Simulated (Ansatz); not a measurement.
The relaxed structure here is a generated cell of SiW3: the first start was made by placing the elements on the sites of a structure type, and the end was not matched to a known phase here, so it may be hypothetical.

Relaxation of a generated cell, SiW3 placed in the AFLOW prototype AB3_hP8_182_c_g (as in Fe3C); 8 atoms in the cell, which starts as P6₃22 (No. 182), hP8; a = b = 5.951 Å, c = 5.160 Å, α = β = 90.00°, γ = 120.00°. Calculation: r2SCAN (plane waves to 500 eV, PAW, scalar-relativistic; Ansatz, a quantum-chemistry and plane-wave program). Γ-centred k-mesh 5×5×5 on the run's cell (coarser than for final values), Fermi–Dirac smearing 0.05 eV. This is the first round of the run. 

The optimiser's lines from the output (shortened; P is positive under compression):

```
relax step   1: F+E_penalty+E_count = -63650.36602672 eV  Δ(F+E_penalty+E_count) = +0.000e0 eV  max|allowed force component| = 1.774e0 eV/Å  Δτ_max = 0.0000 Å  P = -24.251 GPa  Ω = 158.253 Å³  (7 SCF iters, dr2 threshold 1.00e-7 eV, accepted)
relax step   2: F+E_penalty+E_count = -63654.44232630 eV  Δ(F+E_penalty+E_count) = -4.076e0 eV  max|allowed force component| = 2.365e0 eV/Å  Δτ_max = 0.1430 Å  P = -6.181 GPa  Ω = 137.340 Å³  (8 SCF iters, dr2 threshold 8.00e-7 eV, accepted)
relax step   3: F+E_penalty+E_count = -63654.90313613 eV  Δ(F+E_penalty+E_count) = -4.608e-1 eV  max|allowed force component| = 1.541e0 eV/Å  Δτ_max = 0.1949 Å  P = +28.051 GPa  Ω = 124.124 Å³  (8 SCF iters, dr2 threshold 8.00e-7 eV, accepted)
relax step   4: F+E_penalty+E_count = -63655.74382843 eV  Δ(F+E_penalty+E_count) = -8.407e-1 eV  max|allowed force component| = 1.236e0 eV/Å  Δτ_max = 0.0833 Å  P = +2.735 GPa  Ω = 132.978 Å³  (8 SCF iters, dr2 threshold 8.00e-7 eV, accepted)
relax step   5: F+E_penalty+E_count = -63656.07073715 eV  Δ(F+E_penalty+E_count) = -3.269e-1 eV  max|allowed force component| = 2.456e-1 eV/Å  Δτ_max = 0.0716 Å  P = +4.562 GPa  Ω = 134.203 Å³  (7 SCF iters, dr2 threshold 8.00e-7 eV, accepted)
relax step   6: F+E_penalty+E_count = -63656.13024513 eV  Δ(F+E_penalty+E_count) = -5.951e-2 eV  max|allowed force component| = 1.760e-1 eV/Å  Δτ_max = 0.0261 Å  P = +0.955 GPa  Ω = 137.386 Å³  (6 SCF iters, dr2 threshold 8.00e-7 eV, accepted)
relax step   7: F+E_penalty+E_count = -63656.13422582 eV  Δ(F+E_penalty+E_count) = -3.981e-3 eV  max|allowed force component| = 2.116e-2 eV/Å  Δτ_max = 0.0065 Å  P = +0.006 GPa  Ω = 137.662 Å³  (6 SCF iters, dr2 threshold 8.00e-7 eV, accepted)
relax step   8: F+E_penalty+E_count = -63656.13427377 eV  Δ(F+E_penalty+E_count) = -4.795e-5 eV  max|allowed force component| = 7.169e-3 eV/Å  Δτ_max = 0.0016 Å  P = +0.037 GPa  Ω = 137.724 Å³  (6 SCF iters, dr2 threshold 2.80e-8 eV, accepted)
relax step   9: F+E_penalty+E_count = -63656.13427840 eV  Δ(F+E_penalty+E_count) = -4.622e-6 eV  max|allowed force component| = 9.666e-4 eV/Å  Δτ_max = 0.0004 Å  P = -0.007 GPa  Ω = 137.733 Å³  (5 SCF iters, dr2 threshold 6.04e-9 eV, accepted)
relax step  10: F+E_penalty+E_count = -63656.12770629 eV  Δ(F+E_penalty+E_count) = +6.572e-3 eV  max|allowed force component| = 1.834e-3 eV/Å  Δτ_max = 0.0000 Å  P = -0.038 GPa  Ω = 137.733 Å³  stress off target by 4.12e-2 GPa  SCF on the basis re-selected at this cell (its energy is not comparable with the rows above)  (6 SCF iters)
relax step  11: F+E_penalty+E_count = -63656.12771833 eV  Δ(F+E_penalty+E_count) = -1.204e-5 eV  max|allowed force component| = 9.765e-5 eV/Å  Δτ_max = 0.0000 Å  P = +0.000 GPa  Ω = 137.710 Å³  (4 SCF iters, dr2 threshold 4.24e-9 eV, accepted)
relax step  12: F+E_penalty+E_count = -63656.12771204 eV  Δ(F+E_penalty+E_count) = +6.292e-6 eV  max|allowed force component| = 9.052e-5 eV/Å  Δτ_max = 0.0000 Å  P = +0.000 GPa  Ω = 137.710 Å³  stress off target by 1.01e-3 GPa  SCF on the basis re-selected at this cell (its energy is not comparable with the rows above)  (7 SCF iters)
```

From the first to the last row the energy changes by -0.72 eV/atom and the volume by -13.0 %. The last row is marked as not comparable with the walk above it, whose basis was carried along; it does compare with step 1, since both stand on a basis selected at the nominal cutoff for their own cell.

Later rounds, restarted from the end of this one on a renewed k-mesh, logged 4 more steps and released under 0.01 eV/atom more. The final structure after all rounds: P6₃22 (No. 182), hP8, AFLOW prototype AB3_hP8_182_c_g (as in Fe3C); a = 5.802 Å, b = 5.802 Å, c = 4.724 Å, α = 90.00°, β = 90.00°, γ = 120.00°. Between re-selections the logged energies stand on a plane-wave basis carried along with the cell. No spin polarisation in the result.

The run could not lower the symmetry of its start; a shaken copy of this end point relaxes with r2SCAN to P6₃/mmc (No. 194), 0.56 eV/atom lower.
